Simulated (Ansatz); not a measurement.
## Kick test of a cell of Al3GaSb4

The structure comes from a generated guess, relaxed at this level; another structure or a mixture of phases may lie lower.

Theory: DFT PBE, scalar-relativistic, plane waves, PAW (Ansatz). Settings: cutoff 420 eV, Γ-centred mesh 6×4×6 on the computed 8-atom cell, Gaussian smearing of 0.02 eV; no spin polarisation.

The cell below (8 atoms, space group Pmm2 (No. 25)) is relaxed within its symmetry.

```
CELL_PARAMETERS angstrom
4.40517 0.00000 0.00000
0.00000 8.80197 0.00000
0.00000 0.00000 6.21326
ATOMIC_POSITIONS crystal
Al 0.50000 0.24965 0.49993
Al 0.00000 0.50000 0.99958
Al 0.50000 0.75035 0.49993
Ga 0.00000 0.00000 0.00011
Sb 0.00000 0.24980 0.25013
Sb 0.50000 0.50000 0.74965
Sb 0.00000 0.75020 0.25013
Sb 0.50000 0.00000 0.75054
```

For the test it was strained at random (σ = 1.5 % a component), the atoms were moved at random (σ = 0.10 Å), and all was relaxed again on a coarse 4×2×2 mesh (in the run’s order of axes) with 0.10 eV smearing, with no symmetry imposed.

Spin–orbit coupling, which can matter for Sb, is left out.

Task: Does it come back?

Result: It returns, within 1 meV/atom of the unmoved cell on that mesh and with the same symmetry when read at 0.1 Å (Pm at 0.01 Å, so small strains and shifts remain). No instability shows in this cell; modes of other wave vectors, which need another repeat, aren't tested.
